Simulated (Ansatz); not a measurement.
The relaxed structure here is a generated cell of SnO: the first start was made by placing the elements on the sites of a structure type, and the end was not matched to a known phase here, so it may be hypothetical. Known forms of SnO include space group No. 129.

A relaxed cell of SnO (P6₃/mmc (No. 194)), relaxed on a k-mesh at least as fine as the one used below. Method: PBE (plane waves to 420 eV, PAW, scalar-relativistic; Ansatz, a quantum-chemistry and plane-wave program). Γ-centred k-mesh 6×6×5 on the run's cell (coarser than for final values), Fermi–Dirac smearing 0.05 eV.

```
SnO
1.0
    4.17144     0.00000     0.00000
   -2.08572     3.61257     0.00000
    0.00000     0.00000     5.23788
Sn O
2 2
Direct
  0.33333   0.66667   0.25000
  0.66667   0.33333   0.75000
  0.33333   0.66667   0.75000
  0.66667   0.33333   0.25000
```

The atoms are displaced along an unstable phonon of this cell by (Å):

```
atom     ux     uy      uz
----  -----  -----  ------
Sn1   0.000  0.000   0.013
Sn2   0.000  0.000  -0.013
O3    0.000  0.000  -0.150
O4    0.000  0.000   0.150
```

Question: What forces (eV/Å) and pressure result?

Answer: 
| atom | Fx | Fy | Fz |
|---|---|---|---|
| Sn1 | 0.00 | 0.00 | 0.43 |
| Sn2 | 0.00 | 0.00 | -0.43 |
| O3 | 0.00 | 0.00 | -0.69 |
| O4 | 0.00 | 0.00 | 0.69 |

Pressure 0.0 GPa.

Question: Estimate the energy cost of the displacement in the harmonic approximation and compare with the calculation.

Answer: For a harmonic well ΔE = −½ Σ F·u = -0.109 eV a cell, or -27 meV/atom. The calculated energy relative to the undisplaced cell is -28 meV/atom, so the harmonic estimate holds well.

The undisplaced cell is probably no minimum: from this displacement the run went on to P-3m1 (No. 164), 312 meV/atom below it.

No spin polarisation in the result.
